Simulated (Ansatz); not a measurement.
NiS, in the lowest among the structures calculated here: R3m, hexagonal axes (No. 160), hR6; a = b = 9.407 Å, c = 3.096 Å, α = β = 90.00°, γ = 120.00°; Ni 9b (0.176, 0.088, 0.485); S 9b (0.112, 0.225, 0.007). Calculation: PBEsol (plane waves to 420 eV, PAW, scalar-relativistic; Ansatz, an electronic-structure program). Element references, the lowest calculated here: Ni (Fm-3m, ferromagnetic), S (Fddd).

Total energies (eV/atom, σ → 0; comparable only within this code, potentials and settings):

| phase | E (eV/atom) |
|---|---|
| NiS (R3m) | -3345.403 |
| Ni (Fm-3m) | -5804.974 |
| S (Fddd) | -884.892 |
| NiS2 (Pa-3) | -2525.290 |

### Question
What is the formation energy of this R3m form of NiS from the elements?

### Answer
E_f = -3345.403 − [1 × (-5804.974) + 1 × (-884.892)] / 2 = -0.47 eV/atom (-0.9 eV per formula unit).

### Question
Is it stable against the other phases calculated?

### Answer
Yes: the most favourable decomposition, NiS → 0.5 Ni + 0.5 NiS2 (Ni Fm-3m, NiS2 Pa-3), costs 0.19 eV/atom.

### Question
Over what range of chemical potentials is NiS stable among the phases calculated here? Give the corners of its window as Δμ = μ − μ(element).

### Answer
```csv
in equilibrium with,Δμ(Ni) (eV),Δμ(S) (eV)
Ni,0.00,-0.94
NiS2,-0.77,-0.17
```

At every corner Σ nΔμ equals the formation energy, about -0.9 eV per formula unit; the corners carry the error of several atoms' energies, a few 0.01 eV.

Hull of the energies calculated here, no anion corrections, zero temperature, no zero-point energy; an uncalculated phase could lie lower. Values are rounded to 0.01 eV/atom. The compounds carry no spin polarisation. A magnetic state may lie lower.
